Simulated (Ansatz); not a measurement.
The cell below belongs to a search over invented structures; it isn't taken from experiment.

Input and command of a plane-wave DFT calculation in Ansatz:

```yaml
crystal:
  lattice:
    - [2.9824934689, 1.7219434072, 5.2497270643]
    - [-2.9824934689, 1.7219434072, 5.2497270643]
    - [0.0, -3.4438868143, 5.2497270643]
  atoms:
    - { symbol: Mg, position: [0.0, 0.0, 0.0] }
    - { symbol: Si, position: [0.5, 0.5, 0.0] }
    - { symbol: Si, position: [0.0, 0.5, 0.5] }
    - { symbol: Si, position: [0.5, 0.0, 0.5] }
    - { symbol: O, position: [0.2351151614, 0.6567664498, 0.2351151614] }
    - { symbol: O, position: [0.2351151614, 0.2351151614, 0.6567664498] }
    - { symbol: O, position: [0.6567664498, 0.2351151614, 0.2351151614] }
    - { symbol: O, position: [0.7648848386, 0.3432335502, 0.7648848386] }
    - { symbol: O, position: [0.3432335502, 0.7648848386, 0.7648848386] }
    - { symbol: O, position: [0.7648848386, 0.7648848386, 0.3432335502] }
basis:
  ecutwfc: 420
kpoints:
  mp_grid: { grid: [12, 12, 12] }
hamiltonian:
  xc: pbe
scf:
  occupations: { method: gaussian, width: 0.1 }
output:
  forces: true
  stress: true
  eigenvalues: true
relax:
  adjacent_minimum: "off"
  f_tol: 0.01
  max_steps: 80
  cell: { stress_tol: 0.05 }
```

```bash
ansatz run input.yaml --threads 1 --pin off --max-ram 2560MiB --backend cpu --events-out ev --progress --plain --runs-dir out
```

Processor: Arm Neoverse V1, 1 thread, on a host shared with other jobs.

Q: How long does it run, and how much memory does it take?

A: About 2.6 min, peak memory 1 GiB. It solves 39 bands at 189 k points (after reduction by symmetry) with about 3203 plane waves (on the last cell), in 13 SCF iterations over 2 ionic steps.
